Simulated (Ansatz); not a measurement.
MgO (rock salt), relaxed and computed with several functionals in Ansatz (plane waves, PAW). Much of their spread follows the volume that each gives.

| functional | V (Å³/atom) | B₀ by P(V) fit (GPa) |
|---|---|---|
| r²SCAN | 9.29 | 167 |
| PBE | 9.62 | 149 |
| PBEsol | 9.36 | 157 |
| HSE06 | 9.27 | ? |

Problem. Fit a straight line to ln B₀ against ln V and predict the withheld value.

Solution. Least squares on the 3 shown rows: ln B₀ = -2.90 × ln V + (11.564), with a scatter of 1.7 %. For HSE06 this gives 165. The run itself gave 167, a miss of 1.2 % of that.

All cells were relaxed under the symmetry of their starts (and spin orders); stability against distortions was not tested throughout.

Potentials: the later of the program's two PAW sets.

Ansatz (a program for electronic structure) is a plane-wave DFT program.
